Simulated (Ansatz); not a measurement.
RuC (CsCl type, Pm-3m) under volume change, plane-wave PAW PBE (Ansatz code), scaled uniformly.

| V (Å³/atom) | E − E(relaxed) (meV/atom) | P (GPa) |
|---|---|---|
| 8.558 | 97.5 | 40.22 |
| 8.840 | 40.9 | 24.53 |
| 9.122 | 9.7 | 11.29 |
| 9.404 | 0.0 | 0.02 |
| 9.686 | 8.5 | -9.43 |
| 9.968 | 32.3 | -17.39 |
| 10.250 | 69.1 | -24.13 |

Task: What does a third-order Birch–Murnaghan fit give for V₀, B₀ and B′?

Result: V₀ = 9.41 Å³/atom, B₀ = 342 GPa, B′ = 4.6.

The cell is a constructed one: a structure type filled with these elements; neither database checked (COD, Materials Project) lists it. Whether it is the stable phase at ambient conditions was not checked. The PBE relaxation kept the symmetry of its start; whether a distortion lowers the energy is not shown. No spin polarisation was allowed.

Potentials: the earlier of the program's two PAW sets.
